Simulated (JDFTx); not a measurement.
System: Zn(0001) (P6_3/mmc bulk; lattice of mp-79, not re-optimised at this level), 1x1 cell of 4 atoms in 4 planes, area 5.92 Å² a face, 7.4 Å between the outermost planes in a cell 23.3 Å high; k mesh 10×10×1, Fermi width 0.01 Ha, no spin polarisation.

Final geometry:
```
4
Lattice="2.614 0.000 0.000 -1.307 2.264 0.000 0.000 0.000 23.300" Properties=species:S:1:pos:R:3 pbc="T T F"
Zn     1.307     0.755     7.958
Zn     0.000     1.509    10.432
Zn     1.307     0.755    12.868
Zn     0.000     1.509    15.342
```

Method: PBE, GBRV ultrasoft potentials, plane waves to 20/100 Ha, in JDFTx (a modified build). Liquid on both sides: linear PCM (GLSSA13), water, 1 M NaF; nuclei fixed, outer atoms relaxed in vacuum. SHE scale: U = −μ/e − 4.44 V, by convention. The surface is an ideal bare cut with both faces alike: no reconstruction, overlayer or explicit solvent molecules. Convergence in thickness and k mesh wasn't tested for this slab.

Task: Predict the potential of zero charge and the surface charge against electrode potential.

Result: The potential of zero charge is -0.65 V vs SHE.

```json
[
 {"U (V vs SHE)": "-1.55", "μ (eV)": "-2.89", "excess electrons per cell": "0.087", "σ (μC/cm², per face)": "-11.8", "run": "fixed potential"},
 {"U (V vs SHE)": "-1.35", "μ (eV)": "-3.09", "excess electrons per cell": "0.068", "σ (μC/cm², per face)": "-9.3", "run": "fixed potential"},
 {"U (V vs SHE)": "-1.25", "μ (eV)": "-3.19", "excess electrons per cell": "0.059", "σ (μC/cm², per face)": "-8.0", "run": "fixed charge"},
 {"U (V vs SHE)": "-0.65", "μ (eV)": "-3.79", "excess electrons per cell": "0.000", "σ (μC/cm², per face)": "0.0", "run": "neutral"},
 {"U (V vs SHE)": "-0.35", "μ (eV)": "-4.09", "excess electrons per cell": "-0.032", "σ (μC/cm², per face)": "4.4", "run": "fixed potential"},
 {"U (V vs SHE)": "-0.15", "μ (eV)": "-4.29", "excess electrons per cell": "-0.055", "σ (μC/cm², per face)": "7.4", "run": "fixed potential"},
 {"U (V vs SHE)": "0.25", "μ (eV)": "-4.69", "excess electrons per cell": "-0.104", "σ (μC/cm², per face)": "14.0", "run": "fixed potential"}
]
```
